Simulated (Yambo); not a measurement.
Data:

```xyz
6
Lattice="3.3717 0.0000 0.0000 0.0000 3.3717 0.0000 0.0000 0.0000 18.1000" Properties=species:S:1:pos:R:3 pbc="T T T"
H      0.0000     0.0000    -2.2765
H      1.6859     1.6859     2.2765
O      0.0000     0.0000    -1.3106
O      1.6859     1.6859     1.3106
Na     0.0000     0.0000     0.9925
Na     1.6859     1.6859    -0.9925
```

Workflow: norm-conserving PBEsol (Quantum ESPRESSO, 88 Ry, scalar-relativistic), then G0W0 in Yambo (6×6×1 Γ-centred k mesh, bands 3 to 136 and a 7 Ry block in the screening, 136 bands in G with the Bruneval-Gonze terminator, plasmon pole fitted at 27.2 eV, slab-truncated Coulomb interaction, stochastic integration of W near q = 0).

**Question.** Give the PBEsol and G0W0 gaps between the band edges found on this mesh, and say where the edges lie.

**Answer.** Edges: Γ → Γ. PBEsol: 2.82 eV; G0W0: 6.12 eV. Nearest settings tried, and what they do to the gap: 88 bands in G: -5 meV; 88 bands in W, 88 bands in G: -1 meV; 6 Ry block (367 vectors against 449): -10 meV; 4×4×1 mesh: -42 meV. Not varied: cell height. So the settings aren't converged at that level. 

Geometry relaxed with PBEsol.

This is a model layer cut from the bulk structure; whether it is stable on its own was not checked.
